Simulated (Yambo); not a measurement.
Yambo run on Ta₂O₅ (space group P2/m, No. 10). The wavefunctions come from this Quantum ESPRESSO step (LDA, PseudoDojo standard norm-conserving files, scalar-relativistic):

```
&CONTROL
  calculation = 'nscf'
  pseudo_dir = './pseudo'
  outdir = './out'
/
&SYSTEM
  ibrav = 0
  nat = 7
  ntyp = 2
  ecutwfc = 84.0
  ecutrho = 336.0
  occupations = 'fixed'
  force_symmorphic = .true.
  nbnd = 190
/
&ELECTRONS
  conv_thr = 7.000000000000001e-09
  diago_full_acc = .true.
  diago_thr_init = 1e-08
/
ATOMIC_SPECIES
O 15.9990 O.upf
Ta 180.9479 Ta.upf
CELL_PARAMETERS angstrom
  3.841410000000   0.000000000000   0.000000000000
  0.000000000000   3.862720000000   0.000000000000
 -1.818939000000   0.000000000000   6.528960000000
ATOMIC_POSITIONS crystal
O   0.662120000000   0.500000000000   0.798330000000
O   0.337880000000   0.500000000000   0.201670000000
O   0.189760000000   0.000000000000   0.870620000000
O   0.810240000000   0.000000000000   0.129380000000
O   0.500000000000   0.000000000000   0.500000000000
Ta   0.649530000000   0.000000000000   0.791310000000
Ta   0.350470000000   0.000000000000   0.208690000000
K_POINTS automatic
4 4 2 0 0 0
```

Yambo input:

```
rim_cut
gw0
dyson
el_el_corr
HF_and_locXC
ppa
em1d
RandQpts= 1000000
RandGvec= 1 Ry
EXXRLvcs= 84 Ry
VXCRLvcs= 336 Ry
Chimod= "HARTREE"
% BndsRnXp
 3 | 189 |
%
NGsBlkXp= 8 Ry
% LongDrXp
 1.0 | 1.0 | 1.0 |
%
PPAPntXp= 27.2114 eV
% GbndRnge
 1 | 189 |
%
GTermKind= "BG"
DysSolver= "n"
ExtendOut
% QPkrange
 1 | 1 | 28 | 29 |
 2 | 2 | 28 | 29 |
 6 | 6 | 28 | 29 |
 13 | 13 | 28 | 29 |
 14 | 14 | 28 | 29 |
 17 | 17 | 28 | 29 |
 18 | 18 | 28 | 29 |
%
```

k points by index: 1 = Γ, 2 = (0, 0, -0.5), 6 = (0, -0.5, -0.5), 13 = (-0.5, 0, 0), 14 = (-0.5, 0, -0.5), 17 = (-0.5, -0.5, 0), 18 = (-0.5, -0.5, -0.5).

The o-*.qp file then holds:

```
#    K-point    Band    Eo [eV]    E [eV]    E-Eo [eV]    Vxc [eV]    Vnlxc [eV]    Sc|Eo [eV]    Sc|E [eV]    dSc/dw|Eo [eV]    Re(Z)    Im(Z)
#
    1    28    -0.632485    -1.130159    -0.497674    -19.48222    -24.43724    4.310067    4.457347    -8.050504    0.771691    -0.001540
    1    29    2.171291    3.369414    1.198122    -15.32122    -9.639366    -4.233034    -4.483726    -5.693213    0.826977    -0.001027
    2    28    -0.811124    -1.330981    -0.519857    -18.95141    -23.91137    4.285938    4.440103    -8.066861    0.771332    -0.001863
    2    29    2.130570    3.322564    1.191994    -15.26149    -9.601432    -4.219358    -4.468068    -5.677207    0.827379    -0.001023
    6    28    -0.338733    -0.859275    -0.520541    -19.69812    -24.88224    4.509907    4.663583    -8.031490    0.772108    -0.001346
    6    29    4.079374    5.378089    1.298716    -16.15485    -9.614787    -4.929620    -5.241349    -6.528530    0.806482    -0.004214
    13    28    -0.787710    -1.323314    -0.535604    -19.10083    -24.15333    4.358017    4.516891    -8.069479    0.771276    -0.001494
    13    29    2.430765    3.666723    1.235958    -15.48214    -9.649699    -4.335591    -4.596480    -5.743393    0.825718    -0.001038
    14    28    -0.774128    -1.309554    -0.535426    -19.10184    -24.16432    4.368175    4.527050    -8.072138    0.771218    -0.001522
    14    29    2.454598    3.688931    1.234333    -15.53166    -9.723511    -4.312830    -4.573821    -5.753212    0.825472    -0.980096E-3
    17    28    -0.028009    -0.499622    -0.471613    -20.08495    -25.30961    4.612968    4.753051    -8.080373    0.771038    -0.001355
    17    29    3.150988    4.462724    1.311736    -16.09816    -9.899463    -4.596544    -4.886956    -6.023911    0.818748    -0.001204
    18    28    0.000000    -0.473337    -0.473337    -20.10927    -25.34326    4.620030    4.760659    -8.082312    0.770996    -0.001356
    18    29    3.092737    4.400970    1.308232    -16.02440    -9.820137    -4.607135    -4.896026    -6.008405    0.819130    -0.001213
```
(The two width columns are left out.) Convergence of these settings isn't established.

Spin-orbit coupling is not included.

Geometry of the Materials Project entry, not relaxed at this level.

The structure is a Materials Project entry; no match was found in the copy of COD used, and its stability was not checked.
